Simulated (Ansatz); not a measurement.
# How the vibrations of NbB$_{2}$ change with volume

Theory: Ansatz 0.2.0, DFT LDA, scalar-relativistic, plane waves, PAW. Settings: 420 eV plane-wave cutoff, Γ-centred 18×18×14 mesh, Fermi-Dirac smearing of 0.15 eV. No spin polarisation. Phonons by linear response, acoustic sum rule imposed.

The cell, relaxed at this level:
```
Nb B
1.0
     3.07426    0.00000    0.00000
    -1.53713    2.66239    0.00000
     0.00000    0.00000    3.27849
Nb B
1 2
Direct
  0.00000 0.00000 0.00000
  0.33333 0.66667 0.50000
  0.66667 0.33333 0.50000
```

In a metal, frequencies depend on the k mesh and the smearing, soft modes most.

Cells at 0.98 and 1.02 times the equilibrium volume were relaxed in shape and atoms; γ = −d ln ν / d ln V, modes matched by rank.

(1) Give the optical frequencies at Γ (cm⁻¹) at the three volumes and the mode Grüneisen parameters.

(2) What pressures hold the two strained cells, and what bulk modulus follows?

## Answers

(1)
```json
{"0.98 V": "449", "V": "434", "1.02 V": "418", "γ": "1.78", "degeneracy": "2"}
{"0.98 V": "514", "V": "493", "1.02 V": "473", "γ": "2.05", "degeneracy": "1"}
{"0.98 V": "578", "V": "564", "1.02 V": "551", "γ": "1.20", "degeneracy": "1"}
{"0.98 V": "839", "V": "815", "1.02 V": "791", "γ": "1.46", "degeneracy": "2"}
```

(2) 6.55 GPa at 0.98 V and -5.93 GPa at 1.02 V, so B = −dP/d ln V ≈ 312 GPa.